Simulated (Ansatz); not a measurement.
This Si2Bi2S structure is the end of a relaxation. The cell was found from a structure generator's guess, not taken from experiment.

Theory: DFT PBE, scalar-relativistic, plane waves, PAW in Ansatz. Cutoff 420 eV, Γ-centred mesh, Gaussian smearing, no spin polarisation.

```
Si Bi S
1.0
     3.34704    0.00000    0.00000
    -1.67352    2.89862    0.00000
     0.00000    0.00000   14.06636
Si Bi S
2 2 1
Direct
  0.00000 0.00000 0.35067
  0.00000 0.00000 0.64933
  0.00000 0.00000 0.11174
  0.00000 0.00000 0.88826
  0.00000 0.00000 0.50000
```

The zero of energy is the elements' standard structures at the same level; no fitted shifts are applied.

Problem. What space group does it have?

Solution. P6/mmm (No. 191). Conventional cell: a = 3.347 Å, c = 14.066 Å. Si is surrounded by 1 S at 2.10 Å, 6 Si at 3.35 Å and 1 Bi at 3.36 Å; Bi has 1 Bi at 3.14 Å, 6 Bi at 3.35 Å and 1 Si at 3.36 Å; around S lie 2 Si at 2.10 Å.

Problem. What is its formation energy per atom?

Solution. +0.53 eV/atom. A positive value: parting into the elements would lower its energy.

Problem. Is it a metal?

Solution. Yes, bands cross the Fermi level on the 12×12×4 mesh.

The last run used a 12×12×4 mesh (in the run's order of axes) for its 5-atom cell and Gaussian smearing of 0.10 eV. These runs have no spin–orbit coupling, which can matter for Bi. The reference form of S is held partly by dispersion forces, which this level lacks. Symmetry constrained the relaxation, so the result can be a saddle point. Another cell of Si2Bi2S relaxed alike, in P-3m1, lies 0.36 eV/atom lower, so this cell isn't the stable form at this level.
